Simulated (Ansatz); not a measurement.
EuO (rock salt)

```xyz
2
Lattice="0.0000 2.4828 2.4828 2.4828 0.0000 2.4828 2.4828 2.4828 0.0000" Properties=species:S:1:pos:R:3 pbc="T T T"
O      0.0000     0.0000     0.0000
Eu     2.4828     2.4828     2.4828
```

The slice is a {111} plane (indices of the conventional cell) through the point (0.500, 0.500, 0.500) (fractional), spanned by u = [100] and v = [-1 2 0] in vectors of this cell: u (3.51 Å) and v (6.08 Å, at 90° to u). It covers one period; positions are fractions (u, v).

These are PBEsol (plane waves to 420 eV, PAW, scalar-relativistic; Ansatz, a quantum-chemistry and plane-wave program) values and carry that method's errors. k mesh 16×16×16. Inside the PAW spheres the values are not all-electron values, and peaks at nuclei hang on which shells count as valence. EuO is run spin-polarised and with no Hubbard U. EuO was relaxed with its symmetry unable to fall. Relaxed EuO ends ferromagnetic. The relaxed volume of EuO is well below the measured one. Other magnetic orders were not checked, so this need not be the ground state. The filling of the f shell was not checked against other fillings, so treat energies with care.

Q: Predict the map of the ELF of the up spins on the slice.

A: 
```
|xxx9962000002699xx|
|xx998510000015899x|
|999973000000037999|
|998741000100014789|
|776410001110001467|
|332100001110000123|
|000000000000000000|
|000000000000000000|
|000000000000000000|
|110000123332100001|
|110001467776410001|
|100014789998741000|
|000037999999973000|
|00015899xxx9985100|
|0002699xxxxx996200|
|0002799xxxxx997200|
|0002699xxxxx996200|
|00015899xxx9985100|
|000037999999973000|
|100014789998741000|
|110001467776410001|
|110000123332100001|
|000000000000000000|
|000000000000000000|
|000000000000000000|
|332100001110000123|
|776410001110001467|
|998741000100014789|
|999973000000037999|
|xx998510000015899x|
|xxx9962000002699xx|
|xxx9972000002799xx|
```
Scale: ten equal steps from 0.07 (start of '0') to 0.73 (end of '9'), in the order '0123456789'. Values: ELF of the up spins. The map has 18 points along u (one character each, u = 0 at the left) and 32 along v (v = 0 in the bottom row). Points within 0.5 Å of a nucleus are blanked (x), as the pseudised field means little there.
